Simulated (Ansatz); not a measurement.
Input for Ansatz (plane-wave DFT, PAW):

```yaml
crystal:
  lattice:
    - [-2.7547829304, 2.7547829304, 2.7547829304]
    - [2.7547829304, -2.7547829304, 2.7547829304]
    - [2.7547829304, 2.7547829304, -2.7547829304]
  atoms:
    - { symbol: Mn, position: [0.0, 0.0, 0.0], spin: 0.62 }
    - { symbol: Ga, position: [0.0, 0.0, 0.5] }
    - { symbol: Ga, position: [0.0, 0.5, 0.0] }
    - { symbol: Ga, position: [0.5, 0.0, 0.0] }
    - { symbol: Ga, position: [0.5, 0.5, 0.5] }
basis:
  ecutwfc: 420
kpoints:
  mp_grid: { grid: [10, 10, 10] }
  band_path:
    path:
      - [[0.0, 0.0, 0.0], [0.5, -0.5, 0.5], [0.0, 0.0, 0.5], [0.0, 0.0, 0.0], [0.25, 0.25, 0.25], [0.5, -0.5, 0.5]]
      - [[0.25, 0.25, 0.25], [0.0, 0.0, 0.5]]
    npoints: 14
hamiltonian:
  xc: pbesol
scf:
  occupations: { method: gaussian, width: 0.1 }
  n_extra_bands: 12
output:
  forces: true
  stress: true
  eigenvalues: true
  populations: true
  dos: { projected: true, de: 0.02, nscf_kmesh: { grid: [15, 15, 15] } }
  bader: true
  write_density: true
  write_potential: true
  elf: true
  volumetric_format: npy
magnetization:
  spin_polarized: true
checkpoint:
  read: start.run
  write: ck
  compress: false
  write_wavefunctions: false
  write_every: 100000
```

Command:
```bash
ansatz run input.yaml --threads 1 --pin off --max-ram 2560MiB --backend cpu --events-out ev --progress --plain --runs-dir out
```

Method: DFT PBEsol, scalar-relativistic, plane waves, PAW in Ansatz.

Part of what the program printed, abridged (iterations and final results):

```
SCF iter   1: F=—  HF=-18842.526913 eV  |F-HF|=—  |Δ(HF+E_count)|=         —  Δρ=7.66e-8 (↑6.08e-8 ↓7.66e-8) dr2=8.94e-12  dr2_m=1.19e-12  M=0.530 μB ∫|m|=0.711 μB  β_m=0.30  ethr=3.53e-8  ⟨swp⟩=3.1  Hψ=27183  notcnv=0
spin=Collinear: Kerker preconditioning applied to the charge; magnetization (m = ρ↑ − ρ↓) channel mixes plain (no charge-response kernel on spin).
SCF iter   2: F=-18842.526913 eV  HF=-18842.526913 eV  |F-HF|=2.91e-11  |Δ(HF+E_count)|=   4.15e-9  Δρ=8.60e-8 (↑8.50e-8 ↓8.60e-8) dr2=2.89e-11  dr2_m=4.36e-15  M=0.530 μB ∫|m|=0.711 μB  ethr=1.00e-12  ⟨swp⟩=10.9  Hψ=27421  notcnv=0
SCF 1 converged in 2 iterations: F = -18842.526913 eV  dr2 = 2.89e-11
SCF converged after 2 iterations
Magnetization: 0.5298 μB (33.7649 up, 33.2351 down)
Absolute magnetization: 0.7063 μB (∫|ρ↑−ρ↓|, with the PAW one-centre terms)
Spin contamination: 0.0270 ħ² per cell (⟨S²⟩ above its minimum at these occupations)
Per-site moments (μB) at R_I (Å): [(0.56395447, 0.98410619), (-0.00943075, 0.98410619), (-0.00943075, 0.98410619), (-0.00943075, 0.98410619), (-0.00943075, 0.98410619)]
Free energy (F): -18842.526913 eV
Harris-Foulkes:  -18842.526913 eV  (|F-HF|=2.91e-11)
Internal energy: -18842.517299 eV  (E = F + TS)
E sigma→0 (E₀):  -18842.522106 eV
Entropy (-TS):   -0.009614 eV (-1.923 meV/atom)
Fermi energy:    11.353590 eV
--- Per-component energies (eV) ---
  E_band       = -362.032006
  E_kinetic    = 776.694243
  E_local      = -9650.914782  (includes V_loc(G=0)·N_el)
  E_nonlocal   = 1935.345839
  E_hartree    = 4442.903610
  E_xc         = -392.542366
  E_vxc        = -384.478917  (∫ρ·V_xc dr)
  E_paw        = -9057.320336  (= ΣΔE_a)
  E_vpaw       = -1924.484935  (= ΣTr[D̂ρ^β])
  E_aug_tail   = -0.000373  (compensation charges beyond the density's cutoff)
  E_ewald      = -6900.304695
  E_core_change = 3.621562  (= ΣΔE_core)
  E_smearing   = -0.009614  (= −TS)
--- Forces (eV/Å), atoms counted from 1 ---
  atom   1  Mn     0.00000000     0.00000000     0.00000000
  atom   2  Ga     0.00000000     0.00000000     0.00000000
  atom   3  Ga     0.00000000     0.00000000     0.00000000
  atom   4  Ga     0.00000000     0.00000000     0.00000000
  atom   5  Ga     0.00000000     0.00000000     0.00000000
--- Stress (GPa, compression-positive) ---
        0.013425       0.000000       0.000000
        0.000000       0.013425       0.000000
        0.000000       0.000000       0.013425
  P = ⅓ Tr σ = 0.0134 GPa (0.134 kbar)
--- Band table (eV; the first three rows and the last of 94) ---
  k-point 0 ↑: bands = ["-67.8470", "-36.7689", "-36.7689", "-36.7689", "-3.9666", "-3.9666", "-3.8793", "-3.8633", "-3.8633", "-3.7900", "-3.7900", "-3.7900", "-3.6307", "-3.6307", "-3.6307", "-3.6116", "-3.6116", "-3.6116", "-3.4835", "-3.4835", "-3.4835", "-3.3279", "-3.3279", "-3.3279", "0.1174", "7.2224", "7.2224", "7.2224", "9.4183", "9.4183", "9.4183", "9.8792", "9.8792", "10.1679", "10.1679", "10.1679", "12.8002", "12.8002", "12.8002", "14.9920", "15.6002", "15.6002", "19.0771", "19.0771", "19.0771", "22.9716"]
  k-point 1 ↑: bands = ["-67.8470", "-36.7691", "-36.7690", "-36.7689", "-3.9607", "-3.9539", "-3.8699", "-3.8558", "-3.8533", "-3.7928", "-3.7807", "-3.7804", "-3.6346", "-3.6304", "-3.6277", "-3.6176", "-3.6115", "-3.6113", "-3.4901", "-3.4863", "-3.4859", "-3.3457", "-3.3369", "-3.3361", "0.2169", "6.8704", "7.0280", "7.1482", "9.1323", "9.4006", "9.4056", "9.5404", "9.6977", "10.4002", "10.4635", "10.6038", "12.8876", "13.0458", "13.0580", "15.3348", "15.8166", "15.9548", "18.4330", "18.5859", "19.2011", "23.2526"]
  k-point 2 ↑: bands = ["-67.8470", "-36.7695", "-36.7692", "-36.7689", "-3.9443", "-3.9172", "-3.8458", "-3.8334", "-3.8226", "-3.8009", "-3.7542", "-3.7534", "-3.6460", "-3.6350", "-3.6323", "-3.6231", "-3.6077", "-3.6062", "-3.5100", "-3.4944", "-3.4929", "-3.3963", "-3.3625", "-3.3595", "0.5155", "5.9467", "6.6345", "6.9728", "8.6210", "9.3081", "9.3457", "9.3484", "9.5211", "10.8216", "11.0664", "11.0718", "13.2391", "13.3893", "13.7437", "16.1903", "16.2856", "17.0568", "17.3758", "17.7023", "19.5573", "23.2510"]
  k-point 46 ↓: bands = ["-67.2164", "-36.1554", "-36.1554", "-36.1554", "-3.9211", "-3.9211", "-3.9211", "-3.8110", "-3.8110", "-3.8110", "-3.6697", "-3.6697", "-3.6697", "-3.6247", "-3.6247", "-3.6247", "-3.5928", "-3.5928", "-3.5928", "-3.4954", "-3.4954", "-3.4620", "-3.3190", "-3.3190", "4.4121", "4.4121", "4.4121", "5.8144", "6.3539", "6.3539", "9.0694", "9.0694", "9.0694", "11.8033", "11.8033", "13.8908", "15.1180", "15.1180", "15.1180", "18.3091", "18.3091", "18.3091", "21.0377", "22.6979", "22.6979", "22.6979"]
--- Löwdin populations: 5 sites ---
  site symbol q [e]    m [muB]
     0     Mn     14.5989     0.6025
     1     Ga     13.0667    -0.0172
     2     Ga     13.0667    -0.0172
     3     Ga     13.0667    -0.0172
     4     Ga     13.0667    -0.0172
  spilling = 0.002004 (of n_electrons = 67.000000)
--- Bader charges: 5 sites ---
  site symbol charge [e]  shift [e]    m [muB]
     0     Mn     -0.1501     0.0015     0.5838
     1     Ga      0.0375     0.0004    -0.0135
     2     Ga      0.0375     0.0004    -0.0135
     3     Ga      0.0375     0.0004    -0.0135
     4     Ga      0.0375     0.0004    -0.0135
  estimated error of the sums over rays = 4.3e-4 e
```

Self-consistency was reached.

The run took 2.5 min on 1 thread of AMD EPYC 7R43 64-Core Processor (Zen 3) (shared host), peak memory 0.68 GiB.

The run starts from the saved density of an earlier one, so iterations and time are fewer than from atoms.

Only parallel moments were tried here.